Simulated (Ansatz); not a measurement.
The cell is TiSi3O8 on the sites of the rutile structure (relaxed group Cmmm); cell and atoms were relaxed with r2SCAN. The symmetry is Cmmm (No. 65, orthorhombic); conventional cell a = 6.011 Å, b = 6.115 Å, c = 5.504 Å, 8.43 Å³ an atom. Around Si lie 6 O at 1.79–1.80 Å; around Ti lie 6 O at 1.91–1.95 Å; around O lie 2 Si at 1.76–1.80 Å and 1 Ti at 1.91 Å; around O lie 2 Si at 1.79 Å and 1 Ti at 1.95 Å; around Si lie 6 O at 1.76–1.87 Å; around O lie 3 Si at 1.79–1.87 Å.

The questions ask for values computed with the PAW code Ansatz on this geometry. No spin polarisation and no zero-point or thermal motion; the cell was built from a prototype and may be hypothetical.

Q: What gap does PBE give, and where are the band edges?

A: The PBE gap is direct at Γ: 1.79 eV. The lowest empty level at Y lies only 27 meV higher, so the place of the conduction bottom isn't settled.

Q: Estimate the gap with r2SCAN on 6×6×6.

A: r2SCAN gives a direct gap of 2.23 eV at Γ. The lowest empty level at Y lies only 34 meV higher, so the place of the conduction bottom isn't settled. The gap differs by +0.44 eV from PBE's.

Q: How does the gap change from PBE to HSE06 (4×4×4)?

A: With HSE06 the gap is 3.61 eV and direct, at Γ. The gap differs by +1.82 eV from PBE's.

Q: How does the gap change from PBE to PBE0 (4×4×4)?

A: With PBE0 the gap is 4.39 eV and direct, at Γ. The gap differs by +2.60 eV from PBE's.

Q: What are ε∞ and the Born charges with r2SCAN?

A: The clamped-ion dielectric constant comes out as 3.93, 4.14 and 4.51 along x, y and z. Born charges, averaged over directions: Si +3.98 to +4.34, Ti +5.40, O -2.29 to -2.18 e. The program notes that the ground state's band table doesn't vouch for all the bands that the response reads.

The meshes of the hybrids are coarse, so their gaps aren't converged to the digits shown.
